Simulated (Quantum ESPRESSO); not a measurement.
Kohn-Sham bands of SnSe (rock salt)

```xyz
2
Lattice="0.0000 3.0104 3.0104 3.0104 0.0000 3.0104 3.0104 3.0104 0.0000" Properties=species:S:1:pos:R:3 pbc="T T T"
Sn     0.0000     0.0000     0.0000
Se     3.0104     3.0104     3.0104
```

Cell from Materials Project (mp-2693), symmetrised, no further relaxation. COD (Crystallography Open Database) has the formula in 3 space groups, this one among them (matched by group alone). Level: PBEsol, spinors with spin-orbit coupling; pw.x of Quantum ESPRESSO at 69 Ry with PseudoDojo potentials, 6×6×6 k-points, Wannier90. Density: 10×10×10 mesh, Gaussian smearing 0.01 Ry.

Q: List the Kohn-Sham levels between −8 and 3.3 eV relative to the valence-band maximum at the high-symmetry points, as a band run of pw.x on that density gives them (levels within 2 meV counted together).

A: 
```
point  k (reciprocal lattice)                                                          levels (eV)
-----  ----------------------  -------------------------------------------------------------------
Γ           0.000 0.000 0.000                                   -5.08 (×2), -2.46 (×2), -2.01 (×4)
X           0.500 0.000 0.500            -6.00 (×2), -5.48 (×2), -3.76 (×2), -3.49 (×2), 2.96 (×2)
U           0.625 0.250 0.625            -7.00 (×2), -5.07 (×2), -3.17 (×2), -2.45 (×2), 3.14 (×2)
K           0.375 0.375 0.750            -7.00 (×2), -5.07 (×2), -3.17 (×2), -2.45 (×2), 3.14 (×2)
L           0.500 0.500 0.500  -2.04 (×2), -1.79 (×2), -0.11 (×2), 0.60 (×2), 1.08 (×2), 1.43 (×2)
W           0.500 0.250 0.750            -6.90 (×2), -4.72 (×2), -4.70 (×2), -0.78 (×2), 1.45 (×2)
```
